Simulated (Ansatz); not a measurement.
Method: Ansatz 0.2.0, DFT PBE, scalar-relativistic, plane waves, PAW. All cells share a 420 eV cutoff and Γ-centred k meshes spaced at most about 0.3 Å⁻¹ (about 0.25 or finer for metals, 2π included). No spin polarisation in the final relaxations.

These are static total energies at zero pressure.

Compare these two cells of ScB₂P₃, each relaxed at this level.

1.

```cif
data_structure
_symmetry_space_group_name_H-M 'Cmmm'
_symmetry_Int_Tables_number 65
_cell_length_a 3.2513
_cell_length_b 13.6724
_cell_length_c 3.9413
_cell_angle_alpha 90.000
_cell_angle_beta 90.000
_cell_angle_gamma 90.000
_cell_volume 175.20
loop_
_atom_site_label
_atom_site_type_symbol
_atom_site_symmetry_multiplicity
_atom_site_Wyckoff_symbol
_atom_site_fract_x
_atom_site_fract_y
_atom_site_fract_z
_atom_site_occupancy
Sc1 Sc 2 a 0.00000 0.00000 0.00000 1
B1 B 4 f 0.25000 0.75000 0.50000 1
P1 P 4 i 0.50000 0.82022 0.00000 1
P2 P 2 c 0.50000 0.00000 0.50000 1
```

2.

```cif
data_structure
_symmetry_space_group_name_H-M 'I4/mmm'
_symmetry_Int_Tables_number 139
_cell_length_a 3.8585
_cell_length_b 3.8585
_cell_length_c 11.3727
_cell_angle_alpha 90.000
_cell_angle_beta 90.000
_cell_angle_gamma 90.000
_cell_volume 169.32
loop_
_atom_site_label
_atom_site_type_symbol
_atom_site_symmetry_multiplicity
_atom_site_Wyckoff_symbol
_atom_site_fract_x
_atom_site_fract_y
_atom_site_fract_z
_atom_site_occupancy
Sc1 Sc 2 a 0.00000 0.00000 0.00000 1
B1 B 4 e 0.50000 0.50000 0.18562 1
P1 P 4 d 0.00000 0.50000 0.25000 1
P2 P 2 b 0.50000 0.50000 0.00000 1
```

Task: Which form is favoured at zero pressure, and by what margin per atom?

Result: Cell 2 is lower, by 63 meV/atom. Cell 1 has space group Cmmm (No. 65), 14.6 Å³/atom and no gap on its mesh; cell 2 has space group I4/mmm (No. 139), 14.1 Å³/atom and no gap. Counting P atoms around B and Sc (those within 1.25 times the shortest such distance or 1.15 times the sum of covalent radii; a plus sign parts nearer from farther groups; the shortest distance is added where it is long for a bond), cell 1 has Sc 4+4, B 4 from 2.3 Å and cell 2 has Sc 4, B 5. Cell 1 holds B–B chains (shortest 1.63 Å); in cell 2 the shortest B–B distance is 3.10 Å. The denser one is the lower, and pressure would at first widen the difference. Even the lower one lies +0.12 eV/atom against the reference forms of the elements (uncorrected), so neither is stable at this level. Both come from invented guesses.

Cells relaxed within their symmetry can be saddle points.
